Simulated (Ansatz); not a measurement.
TePd (NiAs type, space group No. 194) at seven volumes, plane-wave PAW PBEsol (Ansatz code), shape and atoms relaxed at each. One row is withheld.

```json
[
 {"V (Å³/atom)": "19.121", "P (GPa)": "?"},
 {"V (Å³/atom)": "19.751", "P (GPa)": "8.48"},
 {"V (Å³/atom)": "20.381", "P (GPa)": "3.89"},
 {"V (Å³/atom)": "21.012", "P (GPa)": "0.06"},
 {"V (Å³/atom)": "21.642", "P (GPa)": "-3.13"},
 {"V (Å³/atom)": "22.272", "P (GPa)": "-5.79"},
 {"V (Å³/atom)": "22.903", "P (GPa)": "-7.98"}
]
```

**Question.** Fit the shown pressures and predict the withheld one.

**Answer.** Third-order Birch–Murnaghan: P = (3/2)B₀(x^(7/2) − x^(5/2))[1 + (3/4)(B′ − 4)(x − 1)] with x = (V₀/V)^(2/3). Least squares on the six rows gives V₀ = 21.022 Å³/atom, B₀ = 116.0 GPa, B′ = 5.11. At V = 19.121, x = 1.0652 and P = 14.01 GPa. The run itself gave 13.98 GPa.

Space group P6_3/mmc (NiAs type). The workflow started from a Materials Project entry (that database holds measured and hypothetical structures alike); the Crystallography Open Database files this formula in space group No. 194, but the cells were not matched. Whether it is the stable phase at ambient conditions was not checked. The PBEsol relaxation kept the symmetry of its start; its stability against distortions is not shown here. The run is not spin-polarised. Scalar-relativistic: spin–orbit coupling is off unless named, which matters more the heavier the elements.

Potentials: the later of the program's two PAW sets.
